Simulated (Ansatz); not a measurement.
Data:

CrCdF₆:
```cif
data_CdCrF6
_chemical_formula_sum 'Cd1 Cr1 F6'
_space_group_name_H-M_alt 'P 1'
_space_group_IT_number 1
_cell_length_a 5.54503
_cell_length_b 5.54503
_cell_length_c 5.54503
_cell_angle_alpha 54.963
_cell_angle_beta 54.963
_cell_angle_gamma 54.963
loop_
_space_group_symop_operation_xyz
  'x, y, z'
loop_
_atom_site_label
_atom_site_type_symbol
_atom_site_fract_x
_atom_site_fract_y
_atom_site_fract_z
_atom_site_occupancy
Cd1 Cd 0.50000 0.50000 0.50000 1
Cr1 Cr 0.00000 0.00000 0.00000 1
F1 F 0.21572 0.63499 0.92330 1
F2 F 0.92330 0.21572 0.63499 1
F3 F 0.63499 0.92330 0.21572 1
F4 F 0.78428 0.36501 0.07670 1
F5 F 0.07670 0.78428 0.36501 1
F6 F 0.36501 0.07670 0.78428 1
```
Starting moments (μB, in the order of the atoms Cd Cr F F F F F F): 0.0 1.8 0.0 0.0 0.0 0.0 0.0 0.0.

This is the r²SCAN-relaxed structure.

All from r²SCAN (plane waves, PAW; program Ansatz), unless another level is named. Predict the band gap.

0.71 eV (indirect).

Next, the conduction-band minimum?

at Γ.

And the weight of the conduction-edge state by species (Voronoi cells)?

Cr 76 %, F 23 %.

Predict the weight of the valence-edge state by species (Voronoi cells).

Cr 64 %, F 33 %, Cd 2 %.

Space group R-3. The workflow started from an entry of the Crystallography Open Database (COD). Its standing as an ambient phase is unchecked. The cell was relaxed with r²SCAN under the symmetry of its start; whether a distortion lowers the energy is not shown. Spin order of the final state: ferromagnetic, the only order run, not a proven ground state. The cell computed holds one magnetic atom, so no antiferromagnetic order was within reach. Other orbital occupations within this spin state were not tried. No Hubbard U is applied. Scalar-relativistic: spin–orbit coupling is off unless named, which matters more the heavier the elements.

Potentials: the later of the program's two PAW sets.
